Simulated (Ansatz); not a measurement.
CsBr:
```yaml
crystal:
  lattice:
    - [4.32371, 0.00000, 0.00000]
    - [0.00000, 4.32371, 0.00000]
    - [0.00000, 0.00000, 4.32371]
  atoms:
    - { symbol: Cs, position: [0.00000, 0.00000, 0.00000] }
    - { symbol: Br, position: [0.50000, 0.50000, 0.50000] }
```

Relaxed with r²SCAN.

### Question
Map the electron localisation function on the plane through (0.000, 0.000, 0.000) spanned by u = [1, 0, 0] and v = [0, 1, 1] in lattice vectors, from r²SCAN (plane waves, PAW; program Ansatz).

### Answer
x is the fraction of u, y of v (the angle between them is 90°; rows are the nearest grid lines); atoms in the plane: Cs at (0.00, 0.00), Br at (0.50, 0.50).
```
|  :#@@@%+.   .+%@@@#:  |
|  -%@@@%+.   .+%@@@%-  |
|#%@@@@%+:     :+%@@@@%#|
|@@@@@%*-       -*%@@@@@|
|@@@@%*-         -*%@@@@|
|##*=.   .:===:.   .=*##|
|--.    :=*###*=:    .--|
|     .-+#%%%%%#+-.     |
|   .=*%@@@@@@@@@%*=.   |
|  .-*%@@@@@%@@@@@%*-.  |
|  .+#%@@@%+=+%@@@%#+.  |
|  :*%@@@#.   .#@@@%*:  |
|  :*%@@@#.   .#@@@%*:  |
|  .+#%@@@%+=+%@@@%#+.  |
|  .-*%@@@@@%@@@@@%*-.  |
|   .=*%@@@@@@@@@%*=.   |
|     .-+#%%%%%#+-.     |
|--.    :=*###*=:    .--|
|##*=.   .:===:.   .=*##|
|@@@@%*-         -*%@@@@|
|@@@@@%*-       -*%@@@@@|
|#%@@@@%+:     :+%@@@@%#|
|  -%@@@%+.   .+%@@@%-  |
|  :#@@@%+.   .+%@@@#:  |
```
Scale: ten equal steps from 0.000 (start of ' ') to 0.899 (end of '@'), in the order ' .:-=+*#%@'; x runs from 0.000 to 1.00, y from 0.000 (bottom) to 1.00 (top).

The density is the valence pseudo-density with augmentation charge, so density and ELF within about 1 Å of a nucleus are not all-electron values.

Space group Pm-3m (CsCl type). The r²SCAN relaxation kept the symmetry of its start. Scalar-relativistic: spin–orbit coupling is off unless named, which matters more the heavier the elements.

Potentials: the later of the program's two PAW sets.
